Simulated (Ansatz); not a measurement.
CsFe2Se3 in space group Cmcm (No. 63; Cs on 4c, Fe on 8e, Se on 4c, Se on 8g), PBE (plane waves, PAW; program Ansatz), all energies at zero smearing, with the estimated change up to a 700 eV cutoff added, with one set of potentials and settings (totals compare only within such a set). Cell of 12 atoms (2 Cs, 4 Fe, 6 Se): -62085.914 eV.

```csv
element,reference phase,E (eV/atom)
Cs,"P6_3/mmc, 2 atoms in the cell",-5670.7673
Fe,"Im-3m, 1 atoms in the cell, spin-polarised",-4480.4888
Se,"P3_121, 3 atoms in the cell",-5469.0798
```

Formation energy per atom, worked out: (-62085.914 − 2×(-5670.7673) − 4×(-4480.4888) − 6×(-5469.0798))/12 = -0.662 eV/atom (-64 kJ per mol of atoms), at 0 K, without zero-point energy or fitted corrections.

The workflow started from a Materials Project entry (that database holds measured and hypothetical structures alike); the Crystallography Open Database copy checked does not list it. Its standing as an ambient phase is unchecked. The cell was relaxed with PBE under the symmetry of its start, as lowered by the spin order; its stability against distortions is not shown here. The final state is antiferromagnetic, chosen from 3 collinear starts compared on coarse meshes (ties went to the first, and starts can fall back to one state), not a proven ground state. No Hubbard U is applied. The references are the lowest solids computed at this level, not always the standard phases. Spin–orbit coupling is left out wherever it is not named.

Potentials: the later of the program's two PAW sets.
